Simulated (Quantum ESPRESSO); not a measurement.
# Planted mistakes on one cell of Hf3TaO7N

Calculated results; nothing here was measured. They come from pw.x of Quantum ESPRESSO 7.5, a plane-wave density functional program, with PseudoDojo standard norm-conserving files (v0.5 for PBE, v0.4.1 for LDA and PBEsol). The cells are made up: elements, strain and atom displacements were drawn at random, and nothing was relaxed. There is no spin polarisation, spin-orbit coupling or dispersion term.

The hafnium file is less sure than the others, with forces about 3 percent (worst 6) and pressure in oxides about 1.5 GPa (worst 2.7) from a second method in checks, which no rerun with the same files tests.

The cell has 12 sites of a fluorite lattice. Sites 1 to 4 hold Hf Hf Ta Hf; sites 5 to 12 hold O O O O O N O O. Cell vectors in Å: (5.134, 0.017, 0.057); (0.017, 5.050, 0.002); (0.057, 0.002, 5.175). Settings: PBE, cutoff 1143 eV, 4 x 4 x 4 k mesh shifted by half a step, Fermi-Dirac smearing of 0.025 eV.

The intended run has a self-consistency threshold of 1e-07 eV, a smearing term of 0.000 eV, a pressure of -6.44 GPa and 17 iterations. Each further run changes one thing: all lengths scaled by 1.0061; atoms of sites 7 and 10 exchanged; cutoff 745 eV; files of LDA; smearing 0.57 eV; threshold 0.2 eV. A coarse mesh keeps the shift, and a charged cell sits in a uniform background.

| run | change of free energy (eV) | smearing term -TS (eV) | change of P (GPa) | largest change of a force component (eV/Å) | iterations |
| --- | --- | --- | --- | --- | --- |
| A | -0.666 | 0.000 | -16.42 | 0.203 | 15 |
| B | 2.208 | 0.000 | -15.62 | 0.029 | 16 |
| C | 0.130 | 0.000 | -3.95 | 0.109 | 17 |
| D | -0.787 | 0.000 | -0.50 | 3.685 | 15 |
| E | -0.765 | -2.143 | 1.98 | 1.160 | 15 |
| F | 0.053 | 0.000 | -0.89 | 0.210 | 6 |

A rerun of the intended cell at 1437 eV and k mesh 6 x 6 x 6 moved values by no more than 0.002 eV in the cell's energy, 0.05 GPa in stress and 0.010 eV/Å in force.

Question: which change belongs to which run?

## Worked reading

Run F has the fewest iterations, as a run stopped early does. Run E has the largest smearing term, as wide smearing gives. Run C changes the volume by a factor of 1.0184; minus its pressure change over the logarithm of that factor, 217 GPa, is a rough bulk modulus with clamped atoms. Energies from files of another functional, or of a charged cell, have another zero and say nothing on stability; the pressure of a charged cell rests on the program's zero of potential too.

## Key

| run | change |
| --- | --- |
| A | files of LDA |
| B | cutoff 745 eV |
| C | all lengths scaled by 1.0061 |
| D | atoms of sites 7 and 10 exchanged |
| E | smearing 0.57 eV |
| F | threshold 0.2 eV |